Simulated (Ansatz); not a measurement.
# Ag: strain energy, fitted

Ag, R-3m, a = 2.905 Å, c = 21.322 Å. This isn't the element's structure at ambient conditions. Ansatz: r2SCAN, PAW, 500 eV, Γ-centred 12×12×2 mesh on 9 atoms, Gaussian smearing 0.10 eV; no spin polarisation. Series: biaxial strain in the a-b plane, c and atoms relaxed; x is the strain in per cent. y is the free energy over the unstrained cell, V0 = 17.311 Å³/atom.

```
x (%) y (meV/atom)
 -3.0             ?
 -2.0          9.75
 -1.0          2.79
  0.0          0.00
  1.0          0.80
  2.0          4.85
  3.0         11.32
```

Q: Fit y = c2 x² + c3 x³ to the other rows, turn c2 into a modulus, and predict the missing energy.

A: Least squares on the rows shown. y = 1.9253 x² − 0.23678 x³. In eV per unit strain² c2 is 19.25; M is the biaxial modulus (E = M V0 ε²): 19.25 × 160.2 / (17.311) = 178 GPa. The unstrained cell keeps some stress along the strain, worth a slope of -0.74 meV/atom per %, which the form leaves out. With a term in x⁴ added, the coefficient of x² becomes 1.561, 19 % less, which shows how far this figure hangs on the form. At x = -3.0 the fit asked for gives 23.72 meV/atom. The run gave 21.35 meV/atom, so the fit is 2.37 meV/atom too high, 11 % of the span of the series, against an rms of 0.67 meV/atom on the fitted rows. The row lies outside the fitted range. With a term in x⁴ added, a fit to the same known rows predicts 28.16 meV/atom, further off still.